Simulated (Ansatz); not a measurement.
An Ansatz (a program for electronic structure) input:

Ansatz 0.2 input:
```yaml
crystal:
  lattice:
    - [0.0, 3.0010150079, 3.0010150079]
    - [3.0010150079, 0.0, 3.0010150079]
    - [3.0010150079, 3.0010150079, 0.0]
  atoms:
    - { symbol: Al, position: [0.25, 0.25, 0.25] }
    - { symbol: Al, position: [0.75, 0.75, 0.75] }
    - { symbol: Au, position: [0.0, 0.0, 0.0] }
kpoints:
  mp_grid: { grid: [9, 9, 9] }
  band_path:
    path:
      - [[0.0, 0.0, 0.0], [0.5, 0.0, 0.5], [0.625, 0.25, 0.625]]  # Γ-X-U
      - [[0.375, 0.375, 0.75], [0.0, 0.0, 0.0], [0.5, 0.5, 0.5], [0.5, 0.25, 0.75], [0.5, 0.0, 0.5]]  # K-Γ-L-W-X
    npoints: 12
basis: { xc_grid: 2 }
hamiltonian:
  xc: pbesol
  pseudopotentials: { azcp: { folder: ./paw }, kind: paw_fr }
magnetization: { noncollinear: true, spin_orbit: true }
scf:
  n_extra_bands: 13
  convergence: { dr2_threshold: 0.0000000001 }
  occupations: { method: gaussian, width: 0.05 }
output: { eigenvalues: true }
```

### Question
How many symmetry operations and irreducible k-points will the run report?

### Answer
48 operations, 35 of 729 k-points.

### Question
With a cutoff of 420 eV, how many plane waves at Γ?

### Answer
1067.

It took about 20 core-seconds (a rough figure) on shared server cores.

Space group Fm-3m (fluorite or antifluorite type). The PBEsol relaxation kept the symmetry of its start; of distortions, only those at the zone centre were tested.

Potentials: the earlier of the program's two PAW sets.

Ansatz is a plane-wave DFT program.
